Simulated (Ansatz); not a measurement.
## TaO3: pressure against volume

TaO3, Pm-3m, a = 3.928 Å. The structure is a Materials Project entry; whether it is the stable form wasn't checked. Ansatz: r2SCAN, PAW, 500 eV, Γ-centred 10×10×10 mesh on 4 atoms, Gaussian smearing 0.10 eV; collinear spin, largest moment 0.3 μB. Symmetry fixes shape and atoms, so the cell is only scaled; pressure is positive in compression.

| V (Å³/atom) | P (GPa) |
| --- | --- |
| 14.238 | 14.34 |
| 14.693 | ? |
| 15.147 | -0.02 |
| 15.602 | -5.65 |
| 16.056 | -10.44 |

Task: Take V0 = 15.147 Å³/atom, count pressures from its P0 = -0.02 GPa, fit the third-order Birch–Murnaghan form to the other rows, and predict the missing pressure.

Result: With the Eulerian strain f = ½[(V0/V)^(2/3) − 1] and y = (P − P0)/[3f(1 + 2f)^(5/2)], the form is the line y = B0 + 1.5 B0 (B0′ − 4) f. Rows (f, y): 0.02106, 205.0; -0.00977, 201.8; -0.01905, 200.9. Means f = -0.002587, y = 202.57; Σ(Δf)² = 0.0008818, ΣΔfΔy = 0.09049; the slope is their ratio. y = 202.8 + 102.6 f GPa, so B0 = 202.8 GPa and B0′ = 4 + 2 × (102.6)/(3 × 202.8) = 4.34. At V = 14.693, f = 0.01025, y = 203.85 and P = 6.57 GPa. The run gave 6.58 GPa, so the fit is 0.01 GPa too low, a small miss on the scale of the series.

The state reached may not be the lowest one. Spin–orbit coupling is left out, which can shift energies with elements as heavy as these.